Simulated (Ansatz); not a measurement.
TiO2:
```
TiO2
1.0
    4.64324     0.00000     0.00000
    0.00000     4.64324     0.00000
    0.00000     0.00000     2.96392
Ti O
2 4
Direct
  0.00000   0.00000   0.00000
  0.50000   0.50000   0.50000
  0.30513   0.30513   0.00000
  0.19487   0.80513   0.50000
  0.69487   0.69487   0.00000
  0.80513   0.19487   0.50000
```

Relaxed with PBE.

### Question
Decompose the optical modes at the zone centre into irreducible representations, and say which are infrared and Raman allowed.

### Answer
Point group 4/mmm: Γ_opt = A1g + A2g + A2u + B1g + 2B1u + B2g + Eg + 3Eu. Infrared: A2u, Eu. Raman: A1g, B1g, B2g, Eg.

### Question
Assign frequencies (DFPT, the program Ansatz at the PBE level (PAW); without the LO–TO term).

### Answer
A2u 107i, Eu 74i, B1u 37i, B1g 150, Eu 355, B1u 356, A2g 417, Eg 429, Eu 469, A1g 567, B2g 771 cm⁻¹.

Subscripts of B labels follow the axes of the standard setting.

Space group P4_2/mnm (rutile). The PBE relaxation kept the symmetry of its start. At this level the phase is dynamically unstable (imaginary phonons). The run is not spin-polarised.

Potentials: the later of the program's two PAW sets.
